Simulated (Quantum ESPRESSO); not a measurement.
# HPbNO4: changing spin-orbit coupling

```cif
data_structure
_symmetry_space_group_name_H-M 'P1'
_symmetry_Int_Tables_number 1
_cell_length_a 3.8578
_cell_length_b 5.5352
_cell_length_c 6.0554
_cell_angle_alpha 106.621
_cell_angle_beta 93.975
_cell_angle_gamma 90.445
_cell_volume 123.55
loop_
_atom_site_label
_atom_site_type_symbol
_atom_site_symmetry_multiplicity
_atom_site_Wyckoff_symbol
_atom_site_fract_x
_atom_site_fract_y
_atom_site_fract_z
_atom_site_occupancy
H1 H 1 a 0.10913 0.65718 0.54463 1
Pb1 Pb 1 a 0.61029 0.52127 0.15100 1
N1 N 1 a 0.91580 0.96263 0.95867 1
O1 O 1 a 0.01384 0.13639 0.88084 1
O2 O 1 a 0.72398 0.01057 0.12858 1
O3 O 1 a 0.00389 0.73732 0.87043 1
O4 O 1 a 0.11927 0.59324 0.37651 1
```

The cell comes from a database or a generator and needn't be the stable form of this composition.

Kept alike: task band structure; functional PBE; k mesh 4 × 3 × 3; occupations fermi-dirac, width 0.05 eV. Program: Quantum ESPRESSO, potentials by row: PseudoDojo 0.4.1 SR PBE standard (off); PseudoDojo 0.4 FR PBE standard (on), cutoff 1143 eV. The mesh is that of the run's cell of 7 atoms.

| spin-orbit coupling | band gap (eV) |
| --- | --- |
| off | 3.102 |
| on | 3.075 |

Gaps are the smaller of the mesh's and the band path's.

What does spin-orbit coupling change here?

The band gap runs from 3.075 (on) to 3.102 eV (off). Spin-orbit coupling splits p and d bands at the edges, and the more so the heavier the atoms.
